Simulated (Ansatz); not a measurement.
Q: Each is relaxed and computed with plane-wave PAW r²SCAN (Ansatz code). Which is the only one with a gap?
A. Ti5As3, Pnma (Pearson symbol oP32)
B. CsPbBr3, Pnma (Pb on 4a, Cs on 4c, Br on 8d, Br on 4c)
C. CoAsRh, Pnma (Co on 4c, Rh on 4c, As on 4c)
D. SiNi2, Pnma (Si on 4c, Ni on 4c, Ni on 4c)

A: B, CsPbBr3, Pnma (Pb on 4a, Cs on 4c, Br on 8d, Br on 4c). CsPbBr3: gap 2.41 eV (direct); CoAsRh: metal; SiNi2: metal; Ti5As3: metal. Spin orders computed, not proven ground states: CoAsRh, Pnma (Co on 4c, Rh on 4c, As on 4c) ferromagnetic. Standing as an ambient phase not checked: CoAsRh, Pnma (Co on 4c, Rh on 4c, As on 4c); Ti5As3, Pnma (Pearson symbol oP32). Began spin-polarised and lost the moments: SiNi2, Pnma (Si on 4c, Ni on 4c, Ni on 4c). All cells were relaxed under the symmetry of their starts (and spin orders); stability against distortions was not tested throughout. Rows with no word on spin ran without spin polarisation. Scalar-relativistic: spin–orbit coupling is off unless named, which matters more the heavier the elements.

Potentials: the later of the program's two PAW sets.
